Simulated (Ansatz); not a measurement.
# Si₃F₄: from a guess to a relaxed structure

The calculation used Ansatz 0.2.0, DFT PBE, scalar-relativistic, plane waves, PAW. Cutoff 420 eV, Gaussian smearing, Γ-centred meshes. Cell and atoms relax first on a coarse mesh and then on a finer one. In between, the cell is made exact in the group found at 0.06 Å. In metals the finer mesh still leaves noise of several meV/atom or more. The steps can't lower the symmetry of their start. No spin polarisation in the relaxation; trial moments died out in a coarse test.

A trial structure of Si₃F₄ was built thus: random cell by space group and Wyckoff sites (F-43m, No. 216). Its size is a rough estimate.

```
CELL_PARAMETERS angstrom
0.00000 3.71410 3.71410
3.71410 0.00000 3.71410
3.71410 3.71410 0.00000
ATOMIC_POSITIONS crystal
Si 0.75000 0.75000 0.75000
Si 0.00000 0.00000 0.00000
Si 0.50000 0.50000 0.50000
F 0.20161 0.20161 0.20161
F 0.20161 0.20161 0.39516
F 0.20161 0.39516 0.20161
F 0.39516 0.20161 0.20161
```

The zero of energy is the elements' standard structures at the same level (F₂ as a molecule); no fitted shifts are applied.

Question: Where does the relaxation end?

Answer: The symmetry stays F-43m (No. 216). The volume per atom grows by 9.2 %, from 14.6 to 16.0 Å³. The shortest distance goes from 1.02 Å (F–F) to 1.58 Å (Si–F). The energy falls by about 18.8 eV/atom (the start's value is from the coarse mesh). The end is written in a standard setting, so origin, axes and order of atoms can differ from the start's. Conventional cell: a = 7.650 Å. Si on its first site is surrounded by 12 F at 3.16 Å and 8 Si at 3.31 Å (long against the sum of covalent radii); around Si on its second site lie 4 F at 1.58 Å and 4 Si at 3.31 Å; Si on its third site is surrounded by 12 F at 3.19 Å and 4 Si at 3.31 Å (long against the sum of covalent radii); F is surrounded by 1 Si at 1.58 Å, 3 F at 2.58 Å, 3 F at 2.83 Å and 6 Si at 3.16–3.19 Å.

```yaml
crystal:
  lattice:
    - [0.00000, 3.82511, 3.82511]
    - [3.82511, 0.00000, 3.82511]
    - [3.82511, 3.82511, 0.00000]
  atoms:
    - { symbol: Si, position: [0.75000, 0.75000, 0.75000] }
    - { symbol: Si, position: [0.00000, 0.00000, 0.00000] }
    - { symbol: Si, position: [0.50000, 0.50000, 0.50000] }
    - { symbol: F, position: [0.64187, 0.11938, 0.11938] }
    - { symbol: F, position: [0.11938, 0.64187, 0.11938] }
    - { symbol: F, position: [0.11938, 0.11938, 0.64187] }
    - { symbol: F, position: [0.11938, 0.11938, 0.11938] }
```

Question: Give its energy and gap.

Answer: The energy over the elements is −1.35 eV/atom. The gap on the 8×8×8 mesh of the 7-atom cell is 0 eV (the bands overlap slightly).

A negative formation energy is needed for stability but isn't enough: competing phases decide.

The last run used Gaussian smearing of 0.10 eV. The zero gap may come from the functional, which often closes small gaps, or the cell may be a true semimetal. A structure relaxed within its symmetry needn't be a true minimum.
